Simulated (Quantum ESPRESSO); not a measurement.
## Al7GaN8 (one run as intended and one with a planted mistake)

Simulated, not a measurement. The program is pw.x of Quantum ESPRESSO 7.5 (plane-wave density functional theory). The cell is made up: 16 atoms on a doubled wurtzite lattice, with randomly drawn elements, strain and displacements, not relaxed. PseudoDojo standard norm-conserving files (v0.5 for PBE, v0.4.1 for LDA and PBEsol) set the functional; there is no spin polarisation, spin-orbit coupling or dispersion term, and the masses in the input are unused placeholders.

Intended input:

```
&control calculation='scf', pseudo_dir='./dojo.nc.sr.pbe.v0_5.standard.upf', outdir='./o', disk_io='low', tprnfor=.true., tstress=.true. /
&system ibrav=0, nat=16, ntyp=3, nbnd=43, ecutwfc=84.00895049, nosym=.true., tot_charge=0,
 occupations='smearing', smearing='fd', degauss=0.0018374661
/
&electrons conv_thr=7.350e-09, electron_maxstep=60, /
ATOMIC_SPECIES
Al 1.0 Al.upf
Ga 1.0 Ga.upf
N 1.0 N.upf
CELL_PARAMETERS angstrom
3.0658 0.0 0.0
0.0 5.3101 0.0
0.0 0.0 10.0129
ATOMIC_POSITIONS angstrom
Al 0.097 0.2126 -0.023
Al 1.617 2.6255 0.043
Al 1.4945 1.019 2.5276
Al -0.0607 3.4549 2.677
Al -0.0315 -0.0687 4.9276
Al 1.4533 2.4967 4.9907
Ga 1.5111 0.9218 7.5571
Al 0.1046 3.5081 7.5003
N 0.0214 0.017 1.8591
N 1.5614 2.6417 1.7768
N 1.5661 1.0163 4.3482
N 0.105 3.4789 4.2868
N -0.0201 -0.1607 6.9265
N 1.6384 2.7659 6.918
N 1.5738 0.8552 9.3295
N 0.0296 3.6529 9.43
K_POINTS automatic
7 4 2 1 1 1
```

The log is shortened where brackets say so; the opening notice, blank lines, dates and the lines on written files are dropped, and the path of the files is cut. It prints rydbergs, bohrs and kilobars, and counts compression as positive stress. Where no state is partly filled, the Fermi energy that it prints is only some level between the filled and the empty states on the mesh, and need not lie in the true gap.

Log of the intended run:

```
     Program PWSCF v.7.5
     Parallel version (MPI & OpenMP), running on       4 processor cores
     Number of MPI processes:                 4
     Threads/MPI process:                     1
     [start-up lines left out]
     bravais-lattice index     =            0
     lattice parameter (alat)  =       5.7935  a.u.
     unit-cell volume          =    1100.0261 (a.u.)^3
     number of atoms/cell      =           16
     number of atomic types    =            3
     number of electrons       =        74.00
     number of Kohn-Sham states=           43
     kinetic-energy cutoff     =      84.0090  Ry
     charge density cutoff     =     336.0358  Ry
     scf convergence threshold =      7.3E-09
     mixing beta               =       0.7000
     number of iterations used =            8  plain     mixing
     Exchange-correlation= PBE
                           (   1   4   3   4   0   0   0)
     [axes and pseudopotential details left out]
   Cartesian axes
     site n.     atom                  positions (alat units)
         1        Al     tau(   1) = (   0.0316394   0.0693457  -0.0075021  )
         2        Al     tau(   2) = (   0.5274317   0.8563833   0.0140257  )
         3        Al     tau(   3) = (   0.4874747   0.3323765   0.8244504  )
         4        Al     tau(   4) = (  -0.0197991   1.1269163   0.8731816  )
         5        Al     tau(   5) = (  -0.0102746  -0.0224085   1.6072803  )
         6        Al     tau(   6) = (   0.4740361   0.8143715   1.6278622  )
         7        Ga     tau(   7) = (   0.4928893   0.3006719   2.4649684  )
         8        Al     tau(   8) = (   0.0341183   1.1442690   2.4464414  )
         9        N      tau(   9) = (   0.0069802   0.0055450   0.6063996  )
        10        N      tau(  10) = (   0.5092961   0.8616674   0.5795551  )
        11        N      tau(  11) = (   0.5108291   0.3314959   1.4182921  )
        12        N      tau(  12) = (   0.0342488   1.1347446   1.3982647  )
        13        N      tau(  13) = (  -0.0065562  -0.0524170   2.2592798  )
        14        N      tau(  14) = (   0.5344119   0.9021789   2.2565073  )
        15        N      tau(  15) = (   0.5133407   0.2789484   3.0430883  )
        16        N      tau(  16) = (   0.0096549   1.1914998   3.0758693  )
     number of k points=    28  Fermi-Dirac smearing, width (Ry)=  0.0018
                       cart. coord. in units 2pi/alat
        k(    1) = (   0.0714286   0.0721691   0.0765463), wk =   0.0714286
        k(    2) = (   0.0714286   0.0721691  -0.0765463), wk =   0.0714286
     [further k points left out]
     Dense  grid:   114293 G-vectors     FFT dimensions: (  36,  60, 120)
     Estimated max dynamical RAM per process >     235.20 MB
     Estimated total dynamical RAM >     857.08 MB
     Initial potential from superposition of free atoms
     starting charge      73.9801, renormalised to      74.0000
     Starting wfcs are   69 randomized atomic wfcs
     total cpu time spent up to now is        3.9 secs
     per-process dynamical memory:   178.0 Mb
     Self-consistent Calculation
     iteration #  1     ecut=    84.01 Ry     beta= 0.70
     Davidson diagonalization with overlap
     ethr =  1.00E-02,  avg # of iterations =  3.0
     total cpu time spent up to now is        9.7 secs
     total energy              =    -350.32463946 Ry
     estimated scf accuracy    <       5.19606957 Ry
     iteration #  2     ecut=    84.01 Ry     beta= 0.70
     Davidson diagonalization with overlap
     ethr =  7.02E-03,  avg # of iterations =  2.1
     total cpu time spent up to now is       15.0 secs
     total energy              =    -351.70893615 Ry
     estimated scf accuracy    <       4.16533032 Ry
     [iterations 3 to 13 left out]
     iteration # 14     ecut=    84.01 Ry     beta= 0.70
     Davidson diagonalization with overlap
     ethr =  5.40E-11,  avg # of iterations =  2.0
     total cpu time spent up to now is       75.4 secs
     total energy              =    -352.53521542 Ry
     estimated scf accuracy    <       0.00000002 Ry
     iteration # 15     ecut=    84.01 Ry     beta= 0.70
     Davidson diagonalization with overlap
     ethr =  2.72E-11,  avg # of iterations =  2.0
     total cpu time spent up to now is       79.7 secs
     End of self-consistent calculation
     [lines on levels left out]
     the Fermi energy is     9.4643 ev
!    total energy              =    -352.53521541 Ry
     estimated scf accuracy    <          4.3E-09 Ry
     smearing contrib. (-TS)   =      -0.00000000 Ry
     internal energy E=F+TS    =    -352.53521541 Ry
     The total energy is F=E-TS. E is the sum of the following terms:
     one-electron contribution =    -127.69831542 Ry
     hartree contribution      =     117.73090956 Ry
     xc contribution           =    -108.08491203 Ry
     ewald contribution        =    -234.48289753 Ry
     convergence has been achieved in  15 iterations
     Forces acting on atoms (cartesian axes, Ry/au):
     atom    1 type  1   force =    -0.06702748   -0.17492039    0.05472068
     atom    2 type  1   force =    -0.01915072    0.11303437   -0.12105333
     atom    3 type  1   force =     0.02362967   -0.12257560   -0.08499766
     atom    4 type  1   force =     0.01627637    0.06687380   -0.37564759
     atom    5 type  1   force =     0.02172840    0.02273710    0.04832560
     atom    6 type  1   force =     0.05533878    0.25303094    0.14031637
     atom    7 type  2   force =     0.00958351   -0.04326156   -0.11878146
     atom    8 type  1   force =    -0.00836690   -0.00152829    0.10918547
     atom    9 type  3   force =    -0.01967423    0.01903509    0.07374246
     atom   10 type  3   force =    -0.02539279    0.03869891    0.16014869
     atom   11 type  3   force =    -0.00491223   -0.28035645   -0.02411782
     atom   12 type  3   force =    -0.04610781    0.02291198    0.25408255
     atom   13 type  3   force =     0.00549414    0.14751154   -0.11111437
     atom   14 type  3   force =    -0.02379968   -0.09533366   -0.08792097
     atom   15 type  3   force =     0.05573507    0.09702979    0.09703285
     atom   16 type  3   force =     0.02664591   -0.06288754   -0.01392147
     Total force =     0.781928     Total SCF correction =     0.000124
     Computing stress (Cartesian axis) and pressure
          total   stress  (Ry/bohr**3)                   (kbar)     P=      190.95
   0.00086318  -0.00002965   0.00008977          126.98       -4.36       13.21
  -0.00002965   0.00139095   0.00009493           -4.36      204.62       13.96
   0.00008977   0.00009493   0.00164003           13.21       13.96      241.26
     init_run     :      3.69s CPU      3.85s WALL (       1 calls)
     electrons    :     74.88s CPU     75.79s WALL (       1 calls)
     forces       :      1.21s CPU      1.24s WALL (       1 calls)
     stress       :      3.54s CPU      3.64s WALL (       1 calls)
     [timing details left out]
     PWSCF        :   1m23.40s CPU   1m24.66s WALL
     JOB DONE.
```

A second run has one planted mistake: the plane-wave cutoff is too low. The input lines that differ, file-writing options aside:

```
- &system ibrav=0, nat=16, ntyp=3, nbnd=43, ecutwfc=84.00895049, nosym=.true., tot_charge=0,
+ &system ibrav=0, nat=16, ntyp=3, nbnd=43, ecutwfc=61.81235990, nosym=.true., tot_charge=0,
```

Its log:

```
     Program PWSCF v.7.5
     Parallel version (MPI & OpenMP), running on       4 processor cores
     Number of MPI processes:                 4
     Threads/MPI process:                     1
     [start-up lines left out]
     bravais-lattice index     =            0
     lattice parameter (alat)  =       5.7935  a.u.
     unit-cell volume          =    1100.0261 (a.u.)^3
     number of atoms/cell      =           16
     number of atomic types    =            3
     number of electrons       =        74.00
     number of Kohn-Sham states=           43
     kinetic-energy cutoff     =      61.8124  Ry
     charge density cutoff     =     247.2494  Ry
     scf convergence threshold =      7.3E-09
     mixing beta               =       0.7000
     number of iterations used =            8  plain     mixing
     Exchange-correlation= PBE
                           (   1   4   3   4   0   0   0)
     [axes and pseudopotential details left out]
   Cartesian axes
     site n.     atom                  positions (alat units)
         1        Al     tau(   1) = (   0.0316394   0.0693457  -0.0075021  )
         2        Al     tau(   2) = (   0.5274317   0.8563833   0.0140257  )
         3        Al     tau(   3) = (   0.4874747   0.3323765   0.8244504  )
         4        Al     tau(   4) = (  -0.0197991   1.1269163   0.8731816  )
         5        Al     tau(   5) = (  -0.0102746  -0.0224085   1.6072803  )
         6        Al     tau(   6) = (   0.4740361   0.8143715   1.6278622  )
         7        Ga     tau(   7) = (   0.4928893   0.3006719   2.4649684  )
         8        Al     tau(   8) = (   0.0341183   1.1442690   2.4464414  )
         9        N      tau(   9) = (   0.0069802   0.0055450   0.6063996  )
        10        N      tau(  10) = (   0.5092961   0.8616674   0.5795551  )
        11        N      tau(  11) = (   0.5108291   0.3314959   1.4182921  )
        12        N      tau(  12) = (   0.0342488   1.1347446   1.3982647  )
        13        N      tau(  13) = (  -0.0065562  -0.0524170   2.2592798  )
        14        N      tau(  14) = (   0.5344119   0.9021789   2.2565073  )
        15        N      tau(  15) = (   0.5133407   0.2789484   3.0430883  )
        16        N      tau(  16) = (   0.0096549   1.1914998   3.0758693  )
     number of k points=    28  Fermi-Dirac smearing, width (Ry)=  0.0018
                       cart. coord. in units 2pi/alat
        k(    1) = (   0.0714286   0.0721691   0.0765463), wk =   0.0714286
        k(    2) = (   0.0714286   0.0721691  -0.0765463), wk =   0.0714286
     [further k points left out]
     Dense  grid:    72173 G-vectors     FFT dimensions: (  30,  54,  96)
     Estimated max dynamical RAM per process >     149.08 MB
     Estimated total dynamical RAM >     543.46 MB
     Initial potential from superposition of free atoms
     starting charge      73.9801, renormalised to      74.0000
     Starting wfcs are   69 randomized atomic wfcs
     total cpu time spent up to now is        2.6 secs
     per-process dynamical memory:   115.0 Mb
     Self-consistent Calculation
     iteration #  1     ecut=    61.81 Ry     beta= 0.70
     Davidson diagonalization with overlap
     ethr =  1.00E-02,  avg # of iterations =  3.0
     total cpu time spent up to now is        6.0 secs
     total energy              =    -350.29427708 Ry
     estimated scf accuracy    <       5.15561838 Ry
     iteration #  2     ecut=    61.81 Ry     beta= 0.70
     Davidson diagonalization with overlap
     ethr =  6.97E-03,  avg # of iterations =  2.1
     total cpu time spent up to now is        9.2 secs
     total energy              =    -351.66721565 Ry
     estimated scf accuracy    <       4.10383782 Ry
     [iterations 3 to 13 left out]
     iteration # 14     ecut=    61.81 Ry     beta= 0.70
     Davidson diagonalization with overlap
     ethr =  4.87E-11,  avg # of iterations =  2.0
     total cpu time spent up to now is       45.7 secs
     total energy              =    -352.48123685 Ry
     estimated scf accuracy    <       0.00000002 Ry
     iteration # 15     ecut=    61.81 Ry     beta= 0.70
     Davidson diagonalization with overlap
     ethr =  2.28E-11,  avg # of iterations =  2.0
     total cpu time spent up to now is       48.2 secs
     End of self-consistent calculation
     [lines on levels left out]
     the Fermi energy is     9.4653 ev
!    total energy              =    -352.48123685 Ry
     estimated scf accuracy    <          3.4E-09 Ry
     smearing contrib. (-TS)   =      -0.00000000 Ry
     internal energy E=F+TS    =    -352.48123685 Ry
     The total energy is F=E-TS. E is the sum of the following terms:
     one-electron contribution =    -127.60202351 Ry
     hartree contribution      =     117.66018967 Ry
     xc contribution           =    -108.05650548 Ry
     ewald contribution        =    -234.48289753 Ry
     convergence has been achieved in  15 iterations
     Forces acting on atoms (cartesian axes, Ry/au):
     atom    1 type  1   force =    -0.06707533   -0.17486345    0.05473948
     atom    2 type  1   force =    -0.01910410    0.11302117   -0.12103389
     atom    3 type  1   force =     0.02359152   -0.12249600   -0.08493868
     atom    4 type  1   force =     0.01620112    0.06684932   -0.37585978
     atom    5 type  1   force =     0.02169848    0.02268413    0.04827305
     atom    6 type  1   force =     0.05526876    0.25327808    0.14034479
     atom    7 type  2   force =     0.00957094   -0.04316436   -0.11775542
     atom    8 type  1   force =    -0.00835856   -0.00160135    0.10912253
     atom    9 type  3   force =    -0.01964289    0.01899336    0.07361611
     atom   10 type  3   force =    -0.02536806    0.03864088    0.16005501
     atom   11 type  3   force =    -0.00487390   -0.28051369   -0.02423296
     atom   12 type  3   force =    -0.04603321    0.02281707    0.25429034
     atom   13 type  3   force =     0.00557480    0.14700966   -0.11131354
     atom   14 type  3   force =    -0.02382125   -0.09481137   -0.08797925
     atom   15 type  3   force =     0.05580086    0.09685148    0.09651278
     atom   16 type  3   force =     0.02657082   -0.06269494   -0.01384058
     Total force =     0.781759     Total SCF correction =     0.000111
     Computing stress (Cartesian axis) and pressure
          total   stress  (Ry/bohr**3)                   (kbar)     P=      120.41
   0.00038477  -0.00002970   0.00008960           56.60       -4.37       13.18
  -0.00002970   0.00091157   0.00009502           -4.37      134.10       13.98
   0.00008960   0.00009502   0.00115915           13.18       13.98      170.52
     init_run     :      2.33s CPU      2.41s WALL (       1 calls)
     electrons    :     45.13s CPU     45.57s WALL (       1 calls)
     forces       :      0.76s CPU      0.77s WALL (       1 calls)
     stress       :      2.21s CPU      2.22s WALL (       1 calls)
     [timing details left out]
     PWSCF        :     50.69s CPU     51.26s WALL
     JOB DONE.
```

```
                                            intended run  run with the mistake
                          free energy (eV)     -4796.486             -4795.752
                    smearing term -TS (eV)        0.0000                0.0000
                            pressure (GPa)         19.09                 12.04
            largest force component (eV/Å)         9.658                 9.664
largest change of a force component (eV/Å)                               0.026
                                iterations            15                    15
```

For scale, a rerun of the intended cell at a cutoff of 1437 eV and k mesh 9 x 6 x 4 moved values by no more than 0.005 eV in energy, 0.04 GPa in stress and 0.002 eV/Å in force.